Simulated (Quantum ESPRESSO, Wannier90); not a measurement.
# Ni3Sn (Fm-3m): Wannier90 run

Materials Project entry mp-11523; symmetrised, unrelaxed at this level. COD (Crystallography Open Database) has the formula in 3 space groups, this one among them (matched by group alone). Computed values, not measurements, from PBEsol: Quantum ESPRESSO (norm-conserving PseudoDojo potentials, cutoff 79 Ry, spinors with spin-orbit coupling) on a Γ-centred 4×4×4 mesh, then Wannier90. Density: 12×12×12 mesh, cold smearing 0.01 Ry. A non-magnetic state is assumed; magnetic ones were not tried.

On the energy scale of pw.x, whose zero is arbitrary, the Fermi level lies at 18.31 eV.

Input w.win:

```
num_bands = 2
num_wann = 2
exclude_bands = 1-34,37-126
spinors = true
num_iter = 1000
conv_tol = 1.0e-6
conv_window = 4
write_hr = true
write_u_matrices = true
auto_projections = true
begin unit_cell_cart
ang
    0.0000000000    2.9323300000    2.9323300000
    2.9323300000    0.0000000000    2.9323300000
    2.9323300000    2.9323300000    0.0000000000
end unit_cell_cart
begin atoms_frac
Ni   0.5000000000  0.5000000000  0.5000000000
Ni   0.2500000000  0.2500000000  0.2500000000
Ni  -0.2500000000 -0.2500000000 -0.2500000000
Sn   0.0000000000  0.0000000000  0.0000000000
end atoms_frac
mp_grid = 4 4 4
begin kpoints
0.0000000000 0.0000000000 0.0000000000
0.0000000000 0.0000000000 0.2500000000
0.0000000000 0.0000000000 0.5000000000
... (61 more lines: the 4x4x4 mesh through Gamma)
end kpoints
```

Input of pw2wannier90.x that gives the overlap and projection files (equivalent; here they were cut from one run over all bands):

```
&inputpp
  outdir = './out'
  prefix = 'pwscf'
  seedname = 'w'
  write_amn = .true.
  write_mmn = .true.
  atom_proj = .true.
  atom_proj_exclude = 1 2 3 4 5 6 7 8 9 10 11 12 13 14 15 16 17 18 19 20 21 22 23 24 25 26 27 28 29 30 31 32 33 34 35 36 37 38 39 40 41 42 43 44 45 46 47 48 49 50 51 52 53 54 55 56 57 58 59 60 61 62 63 64 65 66 67 68 69 70 73 74 75 76 77 78
/
```

Output w.wout (banner and timings cut):

```
                                    ------
                                    SYSTEM
                                    ------

                              Lattice Vectors (Ang)
                    a_1     0.000000   2.932330   2.932330
                    a_2     2.932330   0.000000   2.932330
                    a_3     2.932330   2.932330   0.000000

                   Unit Cell Volume:      50.42763  (Ang^3)

                        Reciprocal-Space Vectors (Ang^-1)
                    b_1    -1.071364   1.071364   1.071364
                    b_2     1.071364  -1.071364   1.071364
                    b_3     1.071364   1.071364  -1.071364

 *----------------------------------------------------------------------------*
 |   Site       Fractional Coordinate          Cartesian Coordinate (Ang)     |
 +----------------------------------------------------------------------------+
 | ni   1   0.50000   0.50000   0.50000   |    2.93233   2.93233   2.93233    |
 | ni   2   0.25000   0.25000   0.25000   |    1.46616   1.46616   1.46616    |
 | ni   3  -0.25000  -0.25000  -0.25000   |   -1.46616  -1.46616  -1.46616    |
 | sn   1   0.00000   0.00000   0.00000   |    0.00000   0.00000   0.00000    |
 *----------------------------------------------------------------------------*
                                ------------
                                K-POINT GRID
                                ------------

             Grid size =  4 x  4 x  4      Total points =   64

 *---------------------------------- MAIN ------------------------------------*
 |  Number of Wannier Functions               :                 2             |
 |  Number of Objective Wannier Functions     :                 2             |
 |  Number of input Bloch states              :                 2             |
 |  Output verbosity (1=low, 5=high)          :                 1             |
 |  Timing Level (1=low, 5=high)              :                 1             |
 |  Optimisation (0=memory, 3=speed)          :                 3             |
 |  Length Unit                               :               Ang             |
 |  Post-processing setup (write *.nnkp)      :                 F             |
 |  Using Gamma-only branch of algorithms     :                 F             |
 *----------------------------------------------------------------------------*
 *------------------------------- WANNIERISE ---------------------------------*
 |  Total number of iterations                :              1000             |
 |  Number of CG steps before reset           :                 5             |
 |  Trial step length for line search         :             2.000             |
 |  Convergence tolerence                     :         0.100E-05             |
 |  Convergence window                        :                 4             |
 |  Iterations between writing output         :                 1             |
 |  Iterations between backing up to disk     :               100             |
 |  Write r^2_nm to file                      :                 F             |
 |  Write xyz WF centres to file              :                 F             |
 |  Write on-site energies <0n|H|0n> to file  :                 F             |
 |  Use guiding centre to control phases      :                 F             |
 |  Use phases for initial projections        :                 F             |
 *----------------------------------------------------------------------------*
 *-------------------------------- PLOTTING ----------------------------------*
 |  Plotting Hamiltonian in WF basis          :                 T             |
 *----------------------------------------------------------------------------*

 *---------------------------------- K-MESH ----------------------------------*
 +----------------------------------------------------------------------------+
 |                    Distance to Nearest-Neighbour Shells                    |
 |                    ------------------------------------                    |
 |          Shell             Distance (Ang^-1)          Multiplicity         |
 |          -----             -----------------          ------------         |
 |             1                   0.463914                      8            |
 |             2                   0.535682                      6            |
 |             3                   0.757569                     12            |
 |             4                   0.888328                     24            |
 |             5                   0.927828                      8            |
 |             6                   1.071364                      6            |
 |             7                   1.167492                     24            |
 |             8                   1.197821                     24            |
       ... (lines left out)
 +----------------------------------------------------------------------------+
 | The b-vectors are chosen automatically                                     |
 | The following shells are used:                       1                     |
 +----------------------------------------------------------------------------+
 |                        Shell   # Nearest-Neighbours                        |
 |                        -----   --------------------                        |
 |                          1               8                                 |
 +----------------------------------------------------------------------------+
 | Completeness relation is fully satisfied [Eq. (B1), PRB 56, 12847 (1997)]  |
 +----------------------------------------------------------------------------+
 |                  b_k Vectors (Ang^-1) and Weights (Ang^2)                  |
 |                  ----------------------------------------                  |
 |            No.         b_k(x)      b_k(y)      b_k(z)        w_b           |
 |            ---        --------------------------------     --------        |
 |             1         0.267841    0.267841   -0.267841     1.742432        |
 |             2         0.267841   -0.267841    0.267841     1.742432        |
 |             3        -0.267841    0.267841    0.267841     1.742432        |
 |             4         0.267841    0.267841    0.267841     1.742432        |
 |             5        -0.267841   -0.267841    0.267841     1.742432        |
 |             6        -0.267841    0.267841   -0.267841     1.742432        |
 |             7         0.267841   -0.267841   -0.267841     1.742432        |
 |             8        -0.267841   -0.267841   -0.267841     1.742432        |
 +----------------------------------------------------------------------------+
 |                           b_k Directions (Ang^-1)                          |
 |                           -----------------------                          |
 |            No.           x           y           z                         |
 |            ---        --------------------------------                     |
 |             1         0.267841    0.267841   -0.267841                     |
 |             2         0.267841   -0.267841    0.267841                     |
 |             3        -0.267841    0.267841    0.267841                     |
 |             4         0.267841    0.267841    0.267841                     |
 +----------------------------------------------------------------------------+

 Starting a new Wannier90 calculation ...

 Reading overlaps from w.mmn

 Reading projections from w.amn

 *------------------------------- WANNIERISE ---------------------------------*
 +--------------------------------------------------------------------+<-- CONV
 | Iter  Delta Spread     RMS Gradient      Spread (Ang^2)            |<-- CONV
 +--------------------------------------------------------------------+<-- CONV

 ------------------------------------------------------------------------------
 Initial State
  WF centre and spread    1  ( -0.000000, -0.000000,  0.000000 )     2.83601723
  WF centre and spread    2  ( -0.000000, -0.000000,  0.000000 )     2.83601723
  Sum of centres and spreads ( -0.000000, -0.000000,  0.000000 )     5.67203445

      0     0.567E+01     0.0000000000        5.6720344515  <-- CONV
        O_D=      0.0000366 O_OD=      0.0000401 O_TOT=      5.6720345 <-- SPRD
 ------------------------------------------------------------------------------
      1    -0.839E-06     0.0012087027        5.6720336122  <-- CONV
        O_D=      0.0000357 O_OD=      0.0000401 O_TOT=      5.6720336 <-- SPRD
      2    -0.290E-09     0.0000194357        5.6720336119  <-- CONV
        O_D=      0.0000357 O_OD=      0.0000401 O_TOT=      5.6720336 <-- SPRD
      3    -0.144E-11     0.0000014212        5.6720336119  <-- CONV
        O_D=      0.0000357 O_OD=      0.0000401 O_TOT=      5.6720336 <-- SPRD
      4    -0.480E-13     0.0000009173        5.6720336119  <-- CONV
        O_D=      0.0000357 O_OD=      0.0000401 O_TOT=      5.6720336 <-- SPRD
             <<<     Delta < 1.000E-06  over  4 iterations     >>>
             <<< Wannierisation convergence criteria satisfied >>>
 Final State
  WF centre and spread    1  ( -0.000000, -0.000000,  0.000000 )     2.83601681
  WF centre and spread    2  ( -0.000000, -0.000000,  0.000000 )     2.83601681
  Sum of centres and spreads ( -0.000000, -0.000000,  0.000000 )     5.67203361

         Spreads (Ang^2)       Omega I      =     5.671957769
        ================       Omega D      =     0.000035719
                               Omega OD     =     0.000040124
    Final Spread (Ang^2)       Omega Total  =     5.672033612
```
